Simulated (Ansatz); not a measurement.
Be3Ni:
```
CELL_PARAMETERS angstrom
     -1.56497     1.56497     3.40980
      1.56497    -1.56497     3.40980
      1.56497     1.56497    -3.40980
ATOMIC_POSITIONS crystal
  Be 0.75000 0.25000 0.50000
  Be 0.25000 0.75000 0.50000
  Be 0.50000 0.50000 0.00000
  Ni 0.00000 0.00000 0.00000
```

Relaxed with r²SCAN.

Question: Which orbitals make up the states near the Fermi level in r²SCAN (plane waves, PAW; program Ansatz)?

Answer: Within 0.5 eV of the Fermi level: Ni 3d 36 %, Be 2s 21 %, outside the projected shells 39 %. Projections are on Löwdin-orthogonalised atomic valence shells; empty p or d shells of many metals are not among them.

Question: Tabulate the density of states.

Answer: States/eV per cell of 4 atoms, in 0.25 eV bins, energy from the Fermi level.

| E (eV) | total | Ni 3d | Be 2s | Ni 4s |
|---|---|---|---|---|
| -7.85 | 0.61 | 0.03 | 0.41 | 0.16 |
| -7.60 | 0.67 | 0.04 | 0.43 | 0.17 |
| -7.35 | 0.62 | 0.04 | 0.39 | 0.15 |
| -7.10 | 0.57 | 0.05 | 0.36 | 0.14 |
| -6.85 | 0.69 | 0.06 | 0.47 | 0.12 |
| -6.60 | 0.82 | 0.08 | 0.56 | 0.13 |
| -6.35 | 0.88 | 0.12 | 0.57 | 0.12 |
| -6.10 | 1.01 | 0.17 | 0.62 | 0.12 |
| -5.85 | 1.03 | 0.21 | 0.60 | 0.12 |
| -5.60 | 1.02 | 0.24 | 0.53 | 0.13 |
| -5.35 | 1.05 | 0.28 | 0.48 | 0.14 |
| -5.10 | 1.13 | 0.35 | 0.44 | 0.16 |
| -4.85 | 1.26 | 0.47 | 0.40 | 0.18 |
| -4.60 | 1.47 | 0.64 | 0.36 | 0.20 |
| -4.35 | 1.47 | 0.69 | 0.32 | 0.17 |
| -4.10 | 1.79 | 0.82 | 0.47 | 0.13 |
| -3.85 | 1.98 | 1.07 | 0.44 | 0.10 |
| -3.60 | 2.59 | 1.69 | 0.32 | 0.10 |
| -3.35 | 2.00 | 1.40 | 0.18 | 0.07 |
| -3.10 | 4.03 | 3.27 | 0.14 | 0.08 |
| -2.85 | 5.39 | 4.70 | 0.12 | 0.08 |
| -2.60 | 7.34 | 6.59 | 0.18 | 0.15 |
| -2.35 | 3.77 | 3.47 | 0.06 | 0.05 |
| -2.10 | 2.84 | 2.42 | 0.13 | 0.05 |
| -1.85 | 1.77 | 1.08 | 0.20 | 0.10 |
| -1.60 | 2.74 | 1.78 | 0.26 | 0.17 |
| -1.35 | 2.40 | 1.71 | 0.24 | 0.11 |
| -1.10 | 1.65 | 0.87 | 0.30 | 0.07 |
| -0.85 | 1.49 | 0.69 | 0.30 | 0.07 |
| -0.60 | 1.30 | 0.57 | 0.27 | 0.07 |
| -0.35 | 1.10 | 0.46 | 0.24 | 0.06 |
| -0.10 | 0.94 | 0.35 | 0.21 | 0.04 |
| 0.15 | 0.88 | 0.28 | 0.18 | 0.04 |
| 0.40 | 0.82 | 0.23 | 0.15 | 0.03 |
| 0.65 | 0.80 | 0.21 | 0.12 | 0.03 |
| 0.90 | 0.92 | 0.23 | 0.11 | 0.04 |
| 1.15 | 1.00 | 0.24 | 0.13 | 0.06 |
| 1.40 | 0.79 | 0.16 | 0.09 | 0.04 |
| 1.65 | 0.66 | 0.11 | 0.07 | 0.02 |
| 1.90 | 0.55 | 0.08 | 0.05 | 0.02 |
| 2.15 | 0.46 | 0.06 | 0.03 | 0.01 |
| 2.40 | 0.36 | 0.04 | 0.02 | 0.01 |
| 2.65 | 0.28 | 0.03 | 0.01 | 0.01 |
| 2.90 | 0.22 | 0.02 | 0.01 | 0.00 |
| 3.15 | 0.20 | 0.02 | 0.01 | 0.01 |
| 3.40 | 0.38 | 0.03 | 0.05 | 0.05 |
| 3.65 | 1.23 | 0.13 | 0.40 | 0.24 |
| 3.90 | 2.13 | 0.25 | 0.91 | 0.20 |
| 4.15 | 1.64 | 0.17 | 0.55 | 0.11 |
| 4.40 | 1.33 | 0.12 | 0.36 | 0.08 |
| 4.65 | 1.18 | 0.09 | 0.26 | 0.06 |

Space group I4/mmm. The first step of the workflow began from a Materials Project structure, measured or hypothetical; the Crystallography Open Database copy checked does not list it. With Be and Ni taken as one species the cell has the higher symmetry Fm-3m, so it may be an ordered model of a mixed-site phase. Whether it is the stable phase at ambient conditions was not checked. Symmetry was held in the r²SCAN relaxation; whether a distortion lowers the energy is not shown. The run is not spin-polarised.

Potentials: the later of the program's two PAW sets.
